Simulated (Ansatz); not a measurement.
**Relaxing Si (diamond)**

**The experiment.** The Crystallography Open Database holds a measured cell of cubic Si (space group Fd-3m), temperature not stated (2009, doi:10.1021/ja903823w): a = 5.431 Å, 20.02 Å³/atom.

From “Enhanced near-infrared absorber: two-step fabricated structured black silicon and its device application”, 2018, pmc:6179974, for a bulk crystal of Si at 300 K: band gap 1.12 eV (indirect).

The results are compared with them further down.

The computed numbers are results of HSE06, scalar-relativistic (no spin polarisation) in the plane-wave PAW code Ansatz at 420 eV, Γ-centred 6×6×6 mesh, 0.05 eV Gaussian smearing; PAW files: Ansatz's generated set soft_2.

The first cell, 0 % under the database's volume:

```
CELL_PARAMETERS angstrom
0.00000 2.71500 2.71500
2.71500 0.00000 2.71500
2.71500 2.71500 0.00000
ATOMIC_POSITIONS crystal
Si 0.50000 0.50000 0.50000
Si 0.75000 0.75000 0.75000
```

The runs in order:

| run | level | k-mesh | kind | V (Å³/atom) | P (GPa) | E − E(final) (meV/atom) | gap on the mesh (eV) |
| --- | --- | --- | --- | --- | --- | --- | --- |
| 1 | PBE | 6×6×6 | fixed cell | 20.01 | 2.1 | – | 0.70 |
| 2 | PBE | 6×6×6 | fixed cell | 20.30 | 0.8 | – | 0.73 |
| 3 | PBE | 6×6×6 | fixed cell | 20.48 | 0.0 | – | 0.75 |
| 4 | HSE06 | 6×6×6 | fixed cell | 20.48 | -1.6 | 1.7 | 1.32 |
| 5 | HSE06 | 6×6×6 | fixed cell | 20.26 | -0.6 | 0.2 | 1.30 |
| 6 | HSE06 | 6×6×6 | fixed cell | 20.13 | 0.0 | 0.0 | 1.29 |

The volume is at zero pressure for this level.

The final structure (symmetry read at 0.01 Å). It takes space group Fd-3m (No. 227, cubic). Conventional cell: a = 5.441 Å, b = 5.441 Å, c = 5.441 Å, α = 90.00°, β = 90.00°, γ = 90.00°. Around Si (site symmetry -43m) lie 4 Si at 2.36 Å. (Shells end 15 % past the nearest neighbour.)

At the final geometry the gap, band path included, is 1.19 eV. The runs in the table took roughly 1 core-minutes.

**Reading the result.**

Within 0.6 eV of the edges the projected states are 100 % Si 3p at the top of the valence band and 66 % Si 3p at the bottom of the conduction band. 

**Against experiment.** HSE06 gives 5.441 Å and 20.13 Å³/atom, +0.5 % in volume (+0.2 % in length) from the database's cell. Agreement this close is partly luck: the calculation is for a static lattice, the crystal has zero-point motion and thermal expansion. Measured gap of Si: 1.12 eV (indirect; 300 K; “Enhanced near-infrared absorber: two-step fabricated structured black silicon and its device application”, 2018, pmc:6179974). This calculation gives 1.19 eV (+0.07 eV). A Kohn–Sham gap under U or exact exchange depends on those choices. Temperature and excitons aren't in the calculation.

Pressures of hybrids are less tightly converged.

For this crystal the k-mesh misses a band edge: under HSE06 at the relaxed cell a band path gives a gap of 1.19 eV where the mesh alone gives 1.29 eV, so gaps on the mesh are upper bounds.
